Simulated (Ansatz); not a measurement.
Au:
```xyz
2
Lattice="2.9034 0.0000 0.0000 -1.4517 2.5144 0.0000 0.0000 0.0000 4.8187" Properties=species:S:1:pos:R:3 pbc="T T T"
Au     0.0000     1.6763     3.6140
Au     1.4517     0.8381     1.2047
```

Relaxed with r²SCAN. Special points in fractions of this cell's reciprocal vectors: Γ (0.000, 0.000, 0.000); M (0.500, 0.000, 0.000); K (0.333, 0.333, 0.000); A (0.000, 0.000, 0.500); L (0.500, 0.000, 0.500); H (0.333, 0.333, 0.500).

Problem. List the band energies nearest the Fermi level at these points for plane-wave PAW r²SCAN (Ansatz code).

Solution. In eV from the Fermi level; about four levels below and three above (degenerate sets whole), none deeper than 8.9 eV; … stands for higher levels left out; points with the same levels are listed once.

| k | below | above |
|---|---|---|
| Γ | -3.81 -3.81 -2.41 -2.41 -0.78 | 2.74 15.20 … |
| M | -3.75 -2.16 -2.13 -1.94 | 0.35 1.48 6.03 |
| K | -3.84 -2.63 -2.63 -2.53 | 2.30 2.30 3.97 |
| A | -2.87 -2.87 -2.87 -2.87 | 11.16 11.16 … |
| L | -2.57 -2.57 -2.02 -2.02 | 0.62 0.62 3.92 3.92 |
| H | -3.86 -3.86 -2.35 -2.35 | 4.29 4.29 4.71 4.71 |

Space group P6_3/mmc (hcp (Mg type)). The workflow started from an entry of the Crystallography Open Database (COD), which files this formula under 2 space groups. It is not the phase usual at ambient conditions (space group No. 225). Symmetry was held in the r²SCAN relaxation; its stability against distortions is not shown here. Scalar-relativistic: spin–orbit coupling is off unless named, which matters more the heavier the elements.

Potentials: the later of the program's two PAW sets.
